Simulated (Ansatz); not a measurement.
**Magnetovolume behaviour of FeCu (Cmmm)**

The reference geometry is a structure from the Materials Project; nothing is relaxed.

Common settings: PBE, 12×12×7 k mesh, Fermi–Dirac smearing of 0.03 eV. PAW means Ansatz 0.2.0 on its default frozen-core files; LAPW is all-electron LAPW in Ansatz 0.2.0. Site moments are integrated in spheres about the atoms, whose radii differ between the methods.

The first input and its command:

```yaml
crystal:
  lattice:
    - [1.438272, -1.987934, 0.0]
    - [1.438272, 1.987934, 0.0]
    - [0.0, 0.0, 4.138135]
  atoms:
    - { symbol: Fe, position: [0.0, 0.0, 0.0], spin: 3.0 }
    - { symbol: Cu, position: [0.5, 0.5, 0.5] }
magnetization:
  spin_polarized: true
kpoints:
  mp_grid: { grid: [12, 12, 7] }
scf:
  occupations: { method: fermi_dirac, width: 0.03 }
hamiltonian:
  xc: pbe
  pseudopotentials: { kind: paw }
output:
  forces: true
  stress: true
  eigenvalues: true
  populations: true
  write_density: true
  write_potential: true
  elf: true
  volumetric_format: npy
```

Command: `ansatz run input.yaml --threads 1 --pin off --max-ram 3072MiB --backend cpu --events-out ev --progress --plain --runs-dir out`

The input for «volume scaled by 0.85» by LAPW differs from it in these lines, output keys apart:

```diff
-    - [1.438272, -1.987934, 0.0]
-    - [1.438272, 1.987934, 0.0]
-    - [0.0, 0.0, 4.138135]
+    - [1.362429382, -1.8831067358, 0.0]
+    - [1.362429382, 1.8831067358, 0.0]
+    - [0.0, 0.0, 3.9199238467]
-  pseudopotentials: { kind: paw }
+  pseudopotentials: { kind: all_electron, lapw: { basis_error: 0.001 } }
```

The cell shown is scaled evenly to other volumes, and every spin-polarised run starts from the same moments.

The search for lower states is left at its default.

```tsv
V/V₀	Å³/atom	M PAW (μB/cell)	M LAPW (μB/cell)	largest site moment, PAW (μB)	P PAW (GPa)	P LAPW (GPa)	F − F(unpolarised), PAW (meV/atom)
0.72	8.52	1.85	–	1.75	?	–	-98
0.8	9.47	2.02	2.02	1.95	59.4	59.4	-153
0.85	10.06	2.16	2.16	2.09	37.4	37.4	-188
0.9	10.65	2.29	–	2.22	21.4	–	-224
0.95	11.24	2.45	2.45	2.38	9.8	9.8	?
1	11.83	2.62	2.62	2.56	1.5	1.5	-302
1.05	12.42	2.68	2.68	2.65	-5.4	-5.4	?
1.1	13.01	2.76	2.76	2.73	-10.4	-10.4	-380
1.18	13.96	2.84	–	2.84	-16.1	–	-439
```

Give the missing entry: row "0.95", column "F − F(unpolarised), PAW (meV/atom)".

-262.

What belongs in the row "1.05", column "F − F(unpolarised), PAW (meV/atom)"?

-342.

What belongs in the row "0.72", column "P PAW (GPa)"?

113.5.

The moments survive down to the smallest volume, V/V₀ = 0.72 at 113 GPa, where the largest is 1.75 μB.

How fast does the largest site moment change with volume about V₀?

d ln m/d ln V ≈ ln(2.647/2.382)/ln(1.05/0.95) = 1.05. A value over one marks an itinerant moment that hangs on the bandwidth.

Fit a third-order Birch–Murnaghan equation to the PAW pressures of the magnetic runs between 0.85 and 1.11 V₀. What are the zero-pressure volume and bulk modulus, and what do the unpolarised runs give?

V = 11.93 Å³/atom (1.008 V₀), B = 145 GPa, B′ = 4.8, with a worst miss of 0.34 GPa. The unpolarised pressures, 27.7, 11.4, -0.6, -9.4, -15.9, -20.6 GPa at V/V₀ = 0.85, 0.9, 0.95, 1, 1.05, 1.1, give 11.21 Å³/atom and 198 GPa, so the moments change the volume by +6.4 %. Cell shape and inner coordinates are held, so these aren't the relaxed crystal's values unless symmetry fixes them.

Under strong compression frozen cores are worth checking against an all-electron run. None of this fixes the real material's magnetic order: only patterns that fit the cell were computed, at zero temperature, with a functional that can overstate moments.
